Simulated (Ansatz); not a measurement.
WS$_{2}$:
Space group P6₃/mmc (No. 194); a = 3.172 Å, b = 3.172 Å, c = 12.552 Å, α = 90.00°, β = 90.00°, γ = 120.00°

```tsv
atom	site	symmetry	x	y	z
W	2c	-6m2	0.3333	0.6667	0.2500
S	4f	3m.	0.6667	0.3333	0.1257
```

Relaxed with r²SCAN+D4.

### Question
Decompose the optical modes at the zone centre into irreducible representations, and say which are infrared and Raman allowed.

### Answer
Point group 6/mmm: Γ_opt = A1g + A2u + 2B1g + B2u + E1g + E1u + 2E2g + E2u. Infrared: A2u, E1u. Raman: A1g, E1g, E2g.

### Question
Assign frequencies (DFPT, r²SCAN+D4 in the plane-wave PAW code Ansatz; without the LO–TO term).

### Answer
E2g 23, B1g 41, E2u 296, E1g 298, E1u 356, E2g 356, B2u 421, A1g 427, A2u 438, B1g 442 cm⁻¹.

Subscripts of B labels follow the axes of the standard setting.

Space group P6_3/mmc. Symmetry was held in the r²SCAN+D4 relaxation; of distortions, only those at the zone centre were tested. The run is not spin-polarised. Spin–orbit coupling is left out wherever it is not named.

Potentials: the later of the program's two PAW sets.
